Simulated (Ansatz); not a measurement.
GaAs:
```xyz
4
Lattice="4.0070 0.0000 0.0000 -2.0035 3.4701 0.0000 0.0000 0.0000 6.5987" Properties=species:S:1:pos:R:3 pbc="T T T"
Ga     2.0035     1.1567     6.5964
Ga     0.0000     2.3134     3.2971
As     2.0035     1.1567     4.1279
As     0.0000     2.3134     0.8285
```

This is the HSE06-relaxed structure.

Task: All from DFT-HSE06 in the program Ansatz with PAW potentials, unless another level is named. Predict the band gap.

Result: 1.29 eV (direct).

Task: Next, the gap with spin–orbit coupling?

Result: 1.17 eV (at the special points and the edges found without it).

Task: Next, the valence-band maximum?

Result: at Γ.

Space group P6_3mc (wurtzite). The cell is a constructed one: a structure type filled with these elements; the Crystallography Open Database copy checked does not list it. It is not the phase usual at ambient conditions (space group No. 216). The cell was relaxed with HSE06 under the symmetry of its start; its stability against distortions is not shown here. The hybrid was solved on a coarse mesh, the path and, where they were found, the r²SCAN edge points; its band edges are the extreme levels among these. Spin–orbit coupling is left out wherever it is not named.

Potentials: the later of the program's two PAW sets.
